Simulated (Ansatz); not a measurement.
Given:

Te (trigonal-Te type, space group P3_121)

```yaml
crystal:
  lattice:
    - [4.52111, 0.00000, 0.00000]
    - [-2.26056, 3.91540, 0.00000]
    - [0.00000, 0.00000, 5.95492]
  atoms:
    - { symbol: Te, position: [0.26812, 0.00000, 0.33333] }
    - { symbol: Te, position: [0.00000, 0.26812, 0.66667] }
    - { symbol: Te, position: [0.73188, 0.73188, 0.00000] }
```

E(V) scan at fixed shape, V₀ the volume above. The atoms relax within the cell's symmetry.

All values below come from PBE (plane waves to 420 eV, PAW, scalar-relativistic; Ansatz, a first-principles code). k mesh 9×9×6 (Γ-centred), Fermi-Dirac smearing 0.05 eV. E stands for the smeared free energy. Stress and pressure are positive under compression. With the shape held, the modulus is that of even scaling; a crystal free to change shape is softer. Spin-orbit coupling is left out, though Te is heavy. Te was relaxed with its symmetry unable to fall. The PAW data are Ansatz's earlier set. The zero of ΔE is the relaxed starting cell.

The scan covers V/V₀ from 0.900 to 1.100 in 11 points.

Task: What is the fitted pressure derivative B₀′?

Result: 7.4.

Task: What bulk modulus at fixed cell shape B₀ follows from a third-order Birch-Murnaghan fit?

Result: 23.2 GPa.

(Under strain, the slope of the energy per volume gives the stress and its curvature an elastic modulus.)
